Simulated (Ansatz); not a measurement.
Data:

Si:
```
Si
1.0
    0.00000     2.72198     2.72198
    2.72198     0.00000     2.72198
    2.72198     2.72198     0.00000
Si
2
Direct
  0.75000   0.75000   0.75000
  0.50000   0.50000   0.50000
```

This is the r²SCAN-relaxed structure.

Task: All from r²SCAN in the plane-wave PAW code Ansatz, unless another level is named. Give the smallest direct gap on the standard path.

Result: 2.74 eV.

Task: Give the electron effective mass.

Result: 0.19, 0.19, 0.93 mₑ (principal values).

Task: Next, the hole effective mass, band 1 of 3 at the edge?

Result: 0.25 along [100], 2.5 along [110], 0.63 along [111] (mₑ).

Task: And the band gap?

Result: 0.77 eV (indirect).

Task: And the conduction-band minimum?

Result: on the Γ–X line, 84 % of the way from Γ (6 equivalent valleys).

Task: Give the valence-band maximum.

Result: at Γ.

Space group Fd-3m (diamond). Symmetry was held in the r²SCAN relaxation; phonons on a q-mesh show no instability.

Potentials: the earlier of the program's two PAW sets.
